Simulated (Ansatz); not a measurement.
SnRu₃C (anti-perovskite, Pm-3m), DFT-PBEsol in the program Ansatz with PAW potentials, all energies at zero smearing, with the estimated change up to a 700 eV cutoff added, with one set of potentials and settings (totals compare only within such a set). Cell of 5 atoms (1 Sn, 3 Ru, 1 C): -23645.885 eV.

```csv
element,reference phase,E (eV/atom)
Sn,"I4_1/amd, 2 atoms in the cell",-5949.7830
Ru,"P6_3/mmc, 2 atoms in the cell",-5816.5026
C,"P6_3/mmc, 4 atoms in the cell",-246.6950
```

Formation energy per atom, worked out: (-23645.885 − 1×(-5949.7830) − 3×(-5816.5026) − 1×(-246.6950))/5 = 0.020 eV/atom (2 kJ per mol of atoms), at 0 K, without zero-point energy or fitted corrections.

The start of the workflow was typed in or built on a structure type; neither database checked (COD, Materials Project) lists it. Whether it is the stable phase at ambient conditions was not checked. The PBEsol relaxation kept the symmetry of its start; whether a distortion lowers the energy is not shown. No spin polarisation was allowed. The references are the lowest solids computed at this level, not always the standard phases. Scalar-relativistic: spin–orbit coupling is off unless named, which matters more the heavier the elements.

Potentials: the later of the program's two PAW sets.
